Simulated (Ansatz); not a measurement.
Relaxed polymorphs of PbI2. Calculation: PBEsol (plane waves to 420 eV, PAW, scalar-relativistic; Ansatz, an electronic-structure program). One row is withheld; estimate it from its structure type, its coordination and the trend of the others.

| structure | coordination | E − E(first row) (eV/atom) | V (Å³/atom) | gap (eV, no SOC) |
|---|---|---|---|---|
| P-3m1, hP3, CdI2 type | Pb 6 (octahedral), I 3 (trigonal pyramidal) | 0.000 | 42.12 | 2.16 |
| I4/mmm, tI6 | – | 0.129 | 36.57 | 1.25 |
| Pnnm, oP6, AFLOW prototype AB2_oP6_58_a_g (as in Fe2C) | – | 0.043 | 43.15 | 2.02 |
| P2₁/c, mP12, AFLOW prototype A2B_mP12_14_2e_e (C43, as in ZrO2) | – | ___ | ___ | ___ |
| P6₃/mmc, hP6, AFLOW prototype AB2_hP6_194_c_f (C7, as in MoS2) | – | 0.074 | 41.61 | 2.05 |
| P-31m, hP9, AFLOW prototype AB2_hP9_162_ad_k (as in V2N) | – | 0.046 | 42.92 | 1.57 |
| P4₂/mmc, tP6 | – | 0.319 | 39.89 | 0.31 |
| P6/mmm, hP3 | – | 0.69 | 34.93 | 0.00 |

**Question.** What belongs in the gaps?

**Answer.** 
- P2₁/c, mP12, AFLOW prototype A2B_mP12_14_2e_e (C43, as in ZrO2), E − E(first row) (eV/atom): 0.029
- P2₁/c, mP12, AFLOW prototype A2B_mP12_14_2e_e (C43, as in ZrO2), V (Å³/atom): 39.37
- P2₁/c, mP12, AFLOW prototype A2B_mP12_14_2e_e (C43, as in ZrO2), gap (eV, no SOC): 2.07

The withheld cell: P2₁/c (No. 14), mP12, AFLOW prototype A2B_mP12_14_2e_e (C43, as in ZrO2); a = 7.4992 Å, b = 8.0929 Å, c = 7.8548 Å, α = γ = 90.00°, β = 97.66°; Pb 4e (0.290, 0.057, 0.176); I 4e (0.094, 0.384, 0.296); I 4e (0.581, 0.274, 0.003). Coordination numbers (neighbours up to the widest gap in distance over summed covalent radii, below 1.35; n+m marks a second, longer set; metal–metal contacts left out).

Each run could gain symmetry but not lose that of its start, so entries can be saddle points. From databases, or of a type measured for this composition: P-3m1, hP3, CdI2 type; the others are generated cells (placed on structure types, drawn at random, substituted or restacked) that were not matched to a known phase here. Energies are at zero temperature and pressure, without zero-point motion. The runs use different k-meshes, so differences are rounded accordingly. No spin polarisation in the result. Spin-orbit coupling is missing; with elements this heavy it can move band edges by tenths of an eV or more. Gaps of cells over 8 atoms come from the SCF mesh and high-symmetry points alone.
